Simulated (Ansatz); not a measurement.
# NaSe: short molecular dynamics at 450 K

Theory: DFT PBEsol, scalar-relativistic, plane waves, PAW (Ansatz 0.2.0). Settings: plane waves to 420 eV, k-mesh 4×2×1 (shifted by 0.5, 0.5, 0.0 steps), Fermi–Dirac smearing 0.039 eV. The mesh is coarse. No spin polarisation.

16 atoms, starting at 1.01 times the perfect crystal's volume (space group P6_3/mmc, the cell as given, not relaxed at this level); constant energy, velocities drawn at 450 K, fixed cell; 40 steps of 6 fs. The run is short and not equilibrated. The time step is on the long side.

First frame:

```yaml
crystal:
  lattice:
    - [-2.33199, -4.03912, 0.00000]
    - [-6.99596, 4.03912, 0.00000]
    - [0.00000, 0.00000, -10.79720]
  atoms:
    - { symbol: Na, position: [0.50000, 0.50000, 0.00000] }
    - { symbol: Na, position: [0.00000, 0.00000, 0.00000] }
    - { symbol: Na, position: [0.50000, 0.50000, 0.50000] }
    - { symbol: Na, position: [0.00000, 0.00000, 0.50000] }
    - { symbol: Na, position: [0.00000, 0.66667, 0.75000] }
    - { symbol: Na, position: [0.50000, 0.16667, 0.75000] }
    - { symbol: Na, position: [0.00000, 0.33333, 0.25000] }
    - { symbol: Na, position: [0.50000, 0.83333, 0.25000] }
    - { symbol: Se, position: [0.00000, 0.66667, 0.36364] }
    - { symbol: Se, position: [0.50000, 0.16667, 0.36364] }
    - { symbol: Se, position: [0.00000, 0.33333, 0.86364] }
    - { symbol: Se, position: [0.50000, 0.83333, 0.86364] }
    - { symbol: Se, position: [0.00000, 0.33333, 0.63636] }
    - { symbol: Se, position: [0.50000, 0.83333, 0.63636] }
    - { symbol: Se, position: [0.00000, 0.66667, 0.13636] }
    - { symbol: Se, position: [0.50000, 0.16667, 0.13636] }
```

- Mean temperature over the second half: 185 K
- Mean pressure over the second half (kinetic part included): -0.3 GPa
- Mean potential energy above the perfect crystal (as given, at volume ratio 1; besides heat the difference comes from the crystal's own forces of up to 0.21 eV/Å; its own run had another smearing, without effect beside its gap): 33 meV/atom
- Drift of the conserved energy over the run: 0.22 meV/atom
- Mean-square drift of Na from first to last step (mean shift of all atoms removed): 0.04 Å²
- Mean-square drift of Se from first to last step (mean shift of all atoms removed): 0.09 Å²

Along the run (potential energy from its first value; pressure with the kinetic part):

| t (fs) | T (K) | ΔE_pot (meV/atom) | P (GPa) |
| --- | --- | --- | --- |
| 0.0 | 450 | 0.0 | -0.5 |
| 6.0 | 434 | 1.9 | -0.3 |
| 12.0 | 398 | 6.3 | -0.1 |
| 18.0 | 349 | 12.4 | 0.1 |
| 24.0 | 294 | 19.1 | 0.3 |
| 30.0 | 243 | 25.3 | 0.3 |
| 36.0 | 203 | 30.2 | 0.3 |
| 42.0 | 179 | 33.1 | 0.3 |
| 48.0 | 171 | 34.1 | 0.2 |
| 54.0 | 175 | 33.5 | 0.0 |
| 60.0 | 189 | 31.8 | -0.2 |
| 66.0 | 207 | 29.6 | -0.4 |
| 72.0 | 224 | 27.5 | -0.6 |
| 78.0 | 238 | 25.8 | -0.7 |
| 84.0 | 247 | 24.7 | -0.8 |
| 90.0 | 249 | 24.5 | -0.9 |
| 96.0 | 244 | 25.0 | -0.9 |
| 102.0 | 236 | 26.1 | -0.9 |
| 108.0 | 224 | 27.5 | -0.9 |
| 114.0 | 213 | 28.9 | -0.8 |
| 120.0 | 202 | 30.2 | -0.7 |
| 126.0 | 194 | 31.2 | -0.5 |
| 132.0 | 188 | 32.0 | -0.4 |
| 138.0 | 183 | 32.6 | -0.3 |
| 144.0 | 179 | 33.0 | -0.1 |
| 150.0 | 177 | 33.3 | 0.0 |
| 156.0 | 176 | 33.4 | 0.1 |
| 162.0 | 176 | 33.3 | 0.2 |
| 168.0 | 180 | 32.9 | 0.2 |
| 174.0 | 188 | 31.9 | 0.2 |
| 180.0 | 200 | 30.5 | 0.1 |
| 186.0 | 211 | 29.1 | 0.1 |
| 192.0 | 219 | 28.1 | 0.0 |
| 198.0 | 220 | 28.0 | -0.2 |
| 204.0 | 211 | 29.1 | -0.3 |
| 210.0 | 194 | 31.2 | -0.4 |
| 216.0 | 174 | 33.7 | -0.5 |
| 222.0 | 156 | 35.8 | -0.6 |
| 228.0 | 147 | 37.0 | -0.7 |
| 234.0 | 148 | 36.8 | -0.8 |
| 240.0 | 159 | 35.5 | -0.9 |